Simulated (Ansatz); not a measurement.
An Ansatz (a first-principles code) run. Input:

Ansatz 0.2 input:
```yaml
crystal:
  lattice:
    - [3.3244696724, 0.0, 0.0]
    - [-1.6622348362, 2.8790751904, 0.0]
    - [0.0, 0.0, 11.540034055]
  atoms:
    - { symbol: Nb, position: [0.6666666667, 0.3333333333, 0.9057701492] }
    - { symbol: Nb, position: [0.3333333333, 0.6666666667, 0.0942298508] }
    - { symbol: Nb, position: [0.3333333333, 0.6666666667, 0.4057701492] }
    - { symbol: Nb, position: [0.6666666667, 0.3333333333, 0.5942298508] }
    - { symbol: C, position: [0.0, 0.0, 0.0] }
    - { symbol: C, position: [0.0, 0.0, 0.5] }
    - { symbol: S, position: [0.3333333333, 0.6666666667, 0.75] }
    - { symbol: S, position: [0.6666666667, 0.3333333333, 0.25] }
kpoints:
  mp_grid: { grid: [30, 30, 8] }
hamiltonian:
  xc: r2scan
  pseudopotentials: { kind: paw }
scf:
  occupations: { method: fermi_dirac, width: 0.1 }
elastic: { mode: relaxed_ion, stencil: two_point, amplitude: 0.005, f_tol: 0.0005 }
```

Output (shortened):

```
Pseudopotential: Nb, paw, valence charge 13
Pseudopotential: C, paw, valence charge 4
Pseudopotential: S, paw, valence charge 6
Functional definition: r2SCAN
Crystal: 8 atoms, lattice volume = 110.454 Å³
Basis set: ecut = 500 eV, 2767 PW (Γ), exchange–correlation on 100×100×360 points (64 copies of the dense FFT grid, shifted against one another)
Bands: 44, of which v1, the nominal top of the filled ones, is band 36 counted from 1 (35 counted from 0)
Symmetry: 24 space group operations
Space group: P63/mmc (ITA 194), of the structure as read, at distance tolerance 4.8e-5 Å
k-points: 455 of 7200
the search or the solves at the SCF's close seem to have found levels that the self-consistency loop had missed (the run counts 1) …
SCF 1 converged in 12 iterations: F = -20577.083883 eV  dr2 = 3.79e-14
relax step   1: F+E_penalty+E_count = -20577.08388294 eV  Δ(F+E_penalty+E_count) = +0.000e0 eV  max|allowed force component| = 2.549e-2 eV/Å  Δτ_max = 0.0000 Å  (12 SCF iters, accepted)
Crystal: 8 atoms, lattice volume = 110.454 Å³
SCF 2 converged in 12 iterations: F = -20577.083920 eV  dr2 = 1.57e-14
relax step   2: F+E_penalty+E_count = -20577.08392000 eV  Δ(F+E_penalty+E_count) = -3.706e-5 eV  max|allowed force component| = 1.402e-2 eV/Å  Δτ_max = 0.0016 Å  (12 SCF iters, accepted)
Crystal: 8 atoms, lattice volume = 110.454 Å³
SCF 3 converged in 10 iterations: F = -20577.083936 eV  dr2 = 5.00e-15
relax step   3: F+E_penalty+E_count = -20577.08393604 eV  Δ(F+E_penalty+E_count) = -1.604e-5 eV  max|allowed force component| = 5.806e-6 eV/Å  Δτ_max = 0.0006 Å  (10 SCF iters, accepted)
Crystal: 8 atoms, lattice volume = 110.454 Å³
SCF 4 converged in 10 iterations: F = -20577.083936 eV  dr2 = 1.34e-15
Crystal: 8 atoms, lattice volume = 110.454 Å³
SCF 5 converged in 2 iterations: F = -20577.083936 eV  dr2 = 2.03e-16
Crystal: 8 atoms, lattice volume = 109.902 Å³
Symmetry: 8 space group operations
k-points: 1205 of 7200
SCF 6 converged in 12 iterations: F = -20577.079981 eV  dr2 = 1.39e-14
relax step   1: F+E_penalty+E_count = -20577.07998083 eV  Δ(F+E_penalty+E_count) = +0.000e0 eV  max|allowed force component| = 6.696e-2 eV/Å  Δτ_max = 0.0000 Å  (12 SCF iters, accepted)
Crystal: 8 atoms, lattice volume = 109.902 Å³
SCF 7 converged in 11 iterations: F = -20577.080429 eV  dr2 = 4.72e-15
relax step   2: F+E_penalty+E_count = -20577.08042919 eV  Δ(F+E_penalty+E_count) = -4.484e-4 eV  max|allowed force component| = 4.940e-3 eV/Å  Δτ_max = 0.0029 Å  (11 SCF iters, accepted)
Crystal: 8 atoms, lattice volume = 109.902 Å³
SCF 8 converged in 9 iterations: F = -20577.080437 eV  dr2 = 3.94e-14
relax step   3: F+E_penalty+E_count = -20577.08043705 eV  Δ(F+E_penalty+E_count) = -7.854e-6 eV  max|allowed force component| = 2.326e-3 eV/Å  Δτ_max = 0.0007 Å  (9 SCF iters, accepted)
Crystal: 8 atoms, lattice volume = 109.902 Å³
SCF 9 converged in 9 iterations: F = -20577.080438 eV  dr2 = 3.20e-15
relax step   4: F+E_penalty+E_count = -20577.08043806 eV  Δ(F+E_penalty+E_count) = -1.010e-6 eV  max|allowed force component| = 5.135e-4 eV/Å  Δτ_max = 0.0002 Å  (9 SCF iters, accepted)
Crystal: 8 atoms, lattice volume = 109.902 Å³
SCF 10 converged in 7 iterations: F = -20577.080438 eV  dr2 = 5.23e-14
relax step   5: F+E_penalty+E_count = -20577.08043811 eV  Δ(F+E_penalty+E_count) = -5.007e-8 eV  max|allowed force component| = 1.121e-5 eV/Å  Δτ_max = 0.0000 Å  (7 SCF iters, accepted)
Crystal: 8 atoms, lattice volume = 109.902 Å³
SCF 11 converged in 2 iterations: F = -20577.080438 eV  dr2 = 2.52e-14
Crystal: 8 atoms, lattice volume = 111.007 Å³
Basis set: ecut = 500 eV, 2779 PW (Γ), exchange–correlation on 100×100×360 points (64 copies of the dense FFT grid, shifted against one another)
SCF 12 converged in 12 iterations: F = -20577.081783 eV  dr2 = 1.64e-14
relax step   1: F+E_penalty+E_count = -20577.08178315 eV  Δ(F+E_penalty+E_count) = +0.000e0 eV  max|allowed force component| = 6.609e-2 eV/Å  Δτ_max = 0.0000 Å  (12 SCF iters, accepted)
Crystal: 8 atoms, lattice volume = 111.007 Å³
SCF 13 converged in 10 iterations: F = -20577.082237 eV  dr2 = 8.68e-14
relax step   2: F+E_penalty+E_count = -20577.08223696 eV  Δ(F+E_penalty+E_count) = -4.538e-4 eV  max|allowed force component| = 2.327e-3 eV/Å  Δτ_max = 0.0036 Å  (10 SCF iters, accepted)
Crystal: 8 atoms, lattice volume = 111.007 Å³
SCF 14 converged in 8 iterations: F = -20577.082238 eV  dr2 = 4.92e-14
relax step   3: F+E_penalty+E_count = -20577.08223754 eV  Δ(F+E_penalty+E_count) = -5.795e-7 eV  max|allowed force component| = 2.092e-5 eV/Å  Δτ_max = 0.0001 Å  (8 SCF iters, accepted)
Crystal: 8 atoms, lattice volume = 111.007 Å³
SCF 15 converged in 2 iterations: F = -20577.082238 eV  dr2 = 2.41e-14
Crystal: 8 atoms, lattice volume = 109.902 Å³
Basis set: ecut = 500 eV, 2765 PW (Γ), exchange–correlation on 100×100×360 points (64 copies of the dense FFT grid, shifted against one another)
SCF 16 converged in 12 iterations: F = -20577.080861 eV  dr2 = 1.03e-14
relax step   1: F+E_penalty+E_count = -20577.08086095 eV  Δ(F+E_penalty+E_count) = +0.000e0 eV  max|allowed force component| = 3.665e-2 eV/Å  Δτ_max = 0.0000 Å  (12 SCF iters, accepted)
Crystal: 8 atoms, lattice volume = 109.902 Å³
SCF 17 converged in 10 iterations: F = -20577.080969 eV  dr2 = 3.49e-14
relax step   2: F+E_penalty+E_count = -20577.08096933 eV  Δ(F+E_penalty+E_count) = -1.084e-4 eV  max|allowed force component| = 4.330e-4 eV/Å  Δτ_max = 0.0015 Å  (10 SCF iters, accepted)
Crystal: 8 atoms, lattice volume = 109.902 Å³
SCF 18 converged in 2 iterations: F = -20577.080969 eV  dr2 = 1.47e-14
Crystal: 8 atoms, lattice volume = 111.007 Å³
SCF 19 converged in 12 iterations: F = -20577.081054 eV  dr2 = 1.50e-14
relax step   1: F+E_penalty+E_count = -20577.08105387 eV  Δ(F+E_penalty+E_count) = +0.000e0 eV  max|allowed force component| = 3.585e-2 eV/Å  Δτ_max = 0.0000 Å  (12 SCF iters, accepted)
Crystal: 8 atoms, lattice volume = 111.007 Å³
SCF 20 converged in 10 iterations: F = -20577.081160 eV  dr2 = 3.29e-14
relax step   2: F+E_penalty+E_count = -20577.08116004 eV  Δ(F+E_penalty+E_count) = -1.062e-4 eV  max|allowed force component| = 8.382e-4 eV/Å  Δτ_max = 0.0014 Å  (10 SCF iters, accepted)
Crystal: 8 atoms, lattice volume = 111.007 Å³
SCF 21 converged in 7 iterations: F = -20577.081160 eV  dr2 = 8.45e-14
relax step   3: F+E_penalty+E_count = -20577.08116010 eV  Δ(F+E_penalty+E_count) = -5.803e-8 eV  max|allowed force component| = 3.886e-7 eV/Å  Δτ_max = 0.0000 Å  (7 SCF iters, accepted)
Crystal: 8 atoms, lattice volume = 111.007 Å³
SCF 22 converged in 2 iterations: F = -20577.081160 eV  dr2 = 4.72e-14
Crystal: 8 atoms, lattice volume = 110.454 Å³
Basis set: ecut = 500 eV, 2771 PW (Γ), exchange–correlation on 100×100×360 points (64 copies of the dense FFT grid, shifted against one another)
Symmetry: 4 space group operations
k-points: 1877 of 7200
SCF 23 converged in 11 iterations: F = -20577.082629 eV  dr2 = 6.14e-14
relax step   1: F+E_penalty+E_count = -20577.08262883 eV  Δ(F+E_penalty+E_count) = +0.000e0 eV  max|allowed force component| = 4.104e-2 eV/Å  Δτ_max = 0.0000 Å  (11 SCF iters, accepted)
Crystal: 8 atoms, lattice volume = 110.454 Å³
SCF 24 converged in 10 iterations: F = -20577.082827 eV  dr2 = 3.69e-14
relax step   2: F+E_penalty+E_count = -20577.08282737 eV  Δ(F+E_penalty+E_count) = -1.985e-4 eV  max|allowed force component| = 2.103e-2 eV/Å  Δτ_max = 0.0016 Å  (10 SCF iters, accepted)
Crystal: 8 atoms, lattice volume = 110.454 Å³
SCF 25 converged in 10 iterations: F = -20577.082898 eV  dr2 = 2.01e-14
relax step   3: F+E_penalty+E_count = -20577.08289760 eV  Δ(F+E_penalty+E_count) = -7.023e-5 eV  max|allowed force component| = 1.032e-4 eV/Å  Δτ_max = 0.0017 Å  (10 SCF iters, accepted)
Crystal: 8 atoms, lattice volume = 110.454 Å³
SCF 26 converged in 2 iterations: F = -20577.082898 eV  dr2 = 7.13e-15
Crystal: 8 atoms, lattice volume = 110.454 Å³
SCF 27 converged in 11 iterations: F = -20577.082629 eV  dr2 = 7.22e-14
relax step   1: F+E_penalty+E_count = -20577.08262883 eV  Δ(F+E_penalty+E_count) = +0.000e0 eV  max|allowed force component| = 4.104e-2 eV/Å  Δτ_max = 0.0000 Å  (11 SCF iters, accepted)
Crystal: 8 atoms, lattice volume = 110.454 Å³
SCF 28 converged in 10 iterations: F = -20577.082897 eV  dr2 = 8.66e-14
relax step   2: F+E_penalty+E_count = -20577.08289718 eV  Δ(F+E_penalty+E_count) = -2.684e-4 eV  max|allowed force component| = 1.790e-3 eV/Å  Δτ_max = 0.0033 Å  (10 SCF iters, accepted)
Crystal: 8 atoms, lattice volume = 110.454 Å³
SCF 29 converged in 9 iterations: F = -20577.082898 eV  dr2 = 1.61e-14
relax step   3: F+E_penalty+E_count = -20577.08289757 eV  Δ(F+E_penalty+E_count) = -3.861e-7 eV  max|allowed force component| = 5.282e-4 eV/Å  Δτ_max = 0.0001 Å  (9 SCF iters, accepted)
Crystal: 8 atoms, lattice volume = 110.454 Å³
SCF 30 converged in 7 iterations: F = -20577.082898 eV  dr2 = 2.12e-14
relax step   4: F+E_penalty+E_count = -20577.08289760 eV  Δ(F+E_penalty+E_count) = -3.867e-8 eV  max|allowed force component| = 8.935e-5 eV/Å  Δτ_max = 0.0001 Å  (7 SCF iters, accepted)
Crystal: 8 atoms, lattice volume = 110.454 Å³
SCF 31 converged in 2 iterations: F = -20577.082898 eV  dr2 = 8.96e-15
SCF converged after 2 iterations
Stability not checked: this state was not tested for a lower state beside it, because too few of the mixer's solves of this state at the end of the SCF gave a …
Free energy (F): -20577.083936 eV
Harris-Foulkes:  -20577.083936 eV  (|F-HF|=7.28e-12)
Internal energy: -20576.972953 eV  (E = F + TS)
E sigma→0 (E₀):  -20577.028445 eV
Entropy (-TS):   -0.110983 eV (-13.873 meV/atom)
Fermi energy:    17.151759 eV
--- Per-component energies (eV) ---
  E_band       = -280.188730
  E_kinetic    = 1975.007419
  E_local      = -3538.339233  (includes V_loc(G=0)·N_el)
  E_nonlocal   = 583.271808
  E_hartree    = 1175.832020
  E_xc         = -962.892813
  E_vxc        = -1272.994138  (∫ρ·V_xc dr)
  E_paw        = -13779.622705  (= ΣΔE_a)
  E_vpaw       = -452.977490  (= ΣTr[D̂ρ^β])
  E_aug_tail   = 0.000025  (compensation charges beyond the density's cutoff)
  E_vtau       = 74.178839  (kinetic-family band-sum trace: ∫τ·v_τ [+ j·A + Jᵃ·Aᵃ] dr)
  E_ewald      = -6029.190670
  E_core_change = -1.038804  (= ΣΔE_core)
  E_smearing   = -0.110983  (= −TS)
  E_closure    = 0.000000  (closes the sum)
  Σ components = -20577.083936   (vs F -20577.083936, Δ=0.00e0)
--- Forces (eV/Å), atoms counted from 1 ---
  atom   1  Nb     0.00000000     0.00000000     0.00000580
  atom   2  Nb     0.00000000     0.00000000    -0.00000580
  atom   3  Nb     0.00000000     0.00000000     0.00000580
  atom   4  Nb     0.00000000     0.00000000    -0.00000580
  atom   5  C      0.00000000     0.00000000     0.00000000
  atom   6  C      0.00000000     0.00000000     0.00000000
  atom   7  S      0.00000000     0.00000000     0.00000000
  atom   8  S      0.00000000     0.00000000     0.00000000
  max |Σ_I F_I| component: 8.33e-17 eV/Å
--- Stress (GPa, compression-positive) ---
        0.249655       0.000000       0.000000
        0.000000       0.249655       0.000000
        0.000000       0.000000       0.021271
  P = ⅓ Tr σ = 0.1735 GPa (1.735 kbar)
--- Band table (eV; the first three rows and the last of 455) ---
  k-point 0: bands = ["-40.6568", "-40.6529", "-40.5017", "-40.4977", "-16.5041", "-16.4269", "-15.8557", "-15.8557", "-15.8500", "-15.8500", "-15.7758", "-15.7006", "-15.7006", "-15.6946", "-15.6946", "-15.6881", "0.6865", "0.9642", "4.0422", "4.7206", …
  k-point 1: bands = ["-40.6566", "-40.6530", "-40.5016", "-40.4979", "-16.5015", "-16.4302", "-15.8555", "-15.8555", "-15.8502", "-15.8502", "-15.7721", "-15.7003", "-15.7003", "-15.6948", "-15.6948", "-15.6911", "0.6959", "0.9522", "4.0672", "4.6930", …
  k-point 2: bands = ["-40.6562", "-40.6535", "-40.5011", "-40.4983", "-16.4939", "-16.4395", "-15.8549", "-15.8549", "-15.8509", "-15.8509", "-15.7617", "-15.6999", "-15.6997", "-15.6997", "-15.6955", "-15.6955", "0.7231", "0.9188", "4.1383", "4.6155", …
  k-point 454: bands = ["-40.5321", "-40.5321", "-40.5286", "-40.5286", "-16.3176", "-16.3176", "-16.2979", "-16.2979", "-16.2890", "-16.2890", "-15.8873", "-15.8873", "-15.7719", "-15.7719", "-15.7445", "-15.7445", "2.2461", "2.2461", "4.9223", "4.9223", …
--- Elastic constants: 3 strain directions × 2 members + reference (group order 24) ---
  dense FFT box of the reference and of every strained cell: 25×25×90
  strains applied: 11, 33, 23; error gains …
  reference relaxed by the batch: 3 steps …
  largest displacement 1.0e-3 Å; the constants are those of the deck's cell at these positions:
  atoms:
    - { symbol: Nb, position: [0.6666666666666666, 0.33333333333333337, 0.9058603763023579] }
    - { symbol: Nb, position: [0.33333333333333337, 0.6666666666666667, 0.09413962369764224] }
    - { symbol: Nb, position: [0.33333333333333337, 0.6666666666666667, 0.40586037630235783] }
    - { symbol: Nb, position: [0.6666666666666666, 0.33333333333333337, 0.5941396236976424] }
    - { symbol: C, position: [0.0, 0.0, 0.0] }
    - { symbol: C, position: [0.0, 0.0, 0.5000000000000001] }
    - { symbol: S, position: [0.33333333333333337, 0.6666666666666667, 0.7500000000000002] }
    - { symbol: S, position: [0.6666666666666666, 0.33333333333333337, 0.25000000000000006] }
  C = ∂σ_k/∂η_j (tension-positive GPa; Voigt order 11 22 33 23 13 12):
       301.640    106.994    158.836      0.000      0.000      0.000
       106.994    301.640    158.836      0.000      0.000      0.000
       158.604    158.604    333.390      0.000      0.000      0.000
         0.000      0.000      0.000    120.652      0.000      0.000
         0.000      0.000      0.000      0.000    120.652      0.000
         0.000      0.000      0.000      0.000      0.000     97.323
  reference stress σ⁰ (GPa):     -0.250     -0.250     -0.021      0.000      0.000      0.000
  moduli (Voigt/Reuss/Hill, GPa): K = 198.39/194.88/196.64   G = 101.87/98.05/99.96   E = 256.44   ν = 0.283
  mechanically stable: yes (min eigenvalue of sym C = 97.32 GPa)
  strain η (Voigt 11):  stress-route row diagonal C_11 = 301.64 GPa, energy-path curvature d²(F+E_count+ΔE)/dδ²/Ω₀ = 301.64 GPa
         δ    σ_11 (GPa)             F (eV)   n_scf  n_hpsi   n_pw
    -5.000e-3      -1.7926      -20577.0804381       2  455715   2830   relax 5 steps, max|allowed force component| 1.12e-5 eV/Å
     5.000e-3       1.2238      -20577.0822375       2  455298   2860   relax 3 steps, max|allowed force component| 2.09e-5 eV/Å
  strain η (Voigt 33):  stress-route row diagonal C_33 = 333.39 GPa, energy-path curvature d²(F+E_count+ΔE)/dδ²/Ω₀ = 333.37 GPa
         δ    σ_33 (GPa)             F (eV)   n_scf  n_hpsi   n_pw
    -5.000e-3      -1.7083      -20577.0809693       2  171378   2832   relax 2 steps, max|allowed force component| 4.33e-4 eV/Å
     5.000e-3       1.6256      -20577.0811601       2  171076   2860   relax 3 steps, max|allowed force component| 3.89e-7 eV/Å
  strain η (Voigt 23):  stress-route row diagonal C_44 = 120.65 GPa, energy-path curvature d²(F+E_count+ΔE)/dδ²/Ω₀ = 120.73 GPa
         δ    σ_23 (GPa)             F (eV)   n_scf  n_hpsi   n_pw
    -5.000e-3      -0.6033      -20577.0828976       2  710671   2842   relax 3 steps, max|allowed force component| 1.03e-4 eV/Å
     5.000e-3       0.6033      -20577.0828976       2  710257   2842   relax 4 steps, max|allowed force component| 8.93e-5 eV/Å
```

Cost: around 4 core-hours (rough) on shared cores.

Space group P6_3/mmc. The workflow started from a Materials Project entry (that database holds measured and hypothetical structures alike); the Crystallography Open Database copy checked does not list it. Whether it is the stable phase at ambient conditions was not checked. The r²SCAN relaxation kept the symmetry of its start; whether a distortion lowers the energy is not shown. No spin polarisation was allowed. As this level gives no gap, shear constants depend on the k-mesh and smearing (Fermi–Dirac, 0.1 eV here). Scalar-relativistic: spin–orbit coupling is off unless named, which matters more the heavier the elements.

Potentials: the later of the program's two PAW sets.

Ansatz is a plane-wave DFT program.
